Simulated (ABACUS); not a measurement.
Set-up for a self-consistent single point of Mo (Im-3m, 1 atom in the cell; from Materials Project mp-129, changed as shown).

```
Mo
1.0
   -1.57851     1.57851     1.57851
    1.57851    -1.57851     1.57851
    1.57851     1.57851    -1.57851
Mo
1
Direct
  0.00000   0.00000   0.00000
```

Level of theory: PBE, numerical atomic orbitals DZP (confined pseudo-atomic orbitals with Gaussian additions; energy shift 0.01 Ry), PseudoDojo 0.5 standard norm-conserving PBE (tails mended) pseudopotentials (ABACUS).

ABACUS settings:

* **basis**: DZP numerical atomic orbitals, energy shift 0.01 Ry
* **KPT**: Gamma 12 12 12 0 0 0
* **basis_type**: lcao
* **dft_functional**: PBE
* **ecutwfc**: 100 Ry
* **smearing_method**: fd
* **smearing_sigma**: 0.00734986 Ry
* **potentials**: PseudoDojo 0.5 standard norm-conserving PBE (tails mended)
* **symmetry**: 1
* **symmetry_prec**: 1e-05
* **ks_solver**: scalapack_gvx
* **scf_nmax**: 100
* **scf_thr**: 1.0e-06
* **mixing_type**: pulay
* **mixing_beta**: 0.4

Results:

```
Item                                                      Value
------------------------------------------------  -------------
Number of valence electrons                                  14
Number of bands                                              17
Number of k-points after the program's reduction             72
Size of the basis                                            26
Number of SCF iterations                                      8
Free energy E − TS                                -1912.2655 eV
Fermi level (on the code's own zero)                   21.17 eV
Pressure                                               1.55 GPa
```

Stress (GPa, positive for compression):
```
1.55  0.00  0.00
0.00  1.55  0.00
0.00  0.00  1.55
```

For comparison: a first run was changed to give this one (volume scaled by 0.99), and from it to this one the free energy is nearly the same (within 1 meV/atom) and the pressure goes from -1.02 to 1.55 GPa.

The atom-centred basis is finite, which shifts total energies and pressures against plane waves. The structure comes from a collection of computed structures, made at another level of theory; the collection holds predicted forms beside known ones. No clean gap shows at this smearing width and mesh (spacing up to 0.23 Å⁻¹); the mesh is coarse for partly filled bands, so the values carry mesh errors.

Cost on one core: around 23 core-seconds (rough).

The atomic orbitals were generated for these runs; they are not ABACUS's published sets and were checked against plane waves on a few crystals only.

“Tails mended”: in these copies of the files the far tail of each local potential was reset to the Coulomb form.
